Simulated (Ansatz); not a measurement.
Zr$_{3}$Si in space group Fm-3m (No. 225; Si on 4a, Zr on 4b, Zr on 8c) at seven volumes, plane-wave PAW PBE (Ansatz code), scaled uniformly. One row is withheld.

| V (Å³/atom) | P (GPa) |
|---|---|
| 18.066 | ? |
| 18.661 | 7.73 |
| 19.257 | 3.58 |
| 19.853 | 0.00 |
| 20.448 | -3.09 |
| 21.044 | -5.76 |
| 21.639 | -8.06 |

Q: Fit the shown pressures and predict the withheld one.

A: P = (3/2)B₀(x^(7/2) − x^(5/2))[1 + (3/4)(B′ − 4)(x − 1)] with x = (V₀/V)^(2/3). Least squares on the six rows gives V₀ = 19.853 Å³/atom, B₀ = 111 GPa, B′ = 3.90. At V = 18.066, x = 1.0649 and P = 12.58 GPa. The run itself gave 12.58 GPa.

The cell is a constructed one: a structure type filled with these elements; neither database checked (COD, Materials Project) lists it. Its standing as an ambient phase is unchecked. The PBE relaxation kept the symmetry of its start; whether a distortion lowers the energy is not shown. No spin polarisation was allowed.

Potentials: the later of the program's two PAW sets.
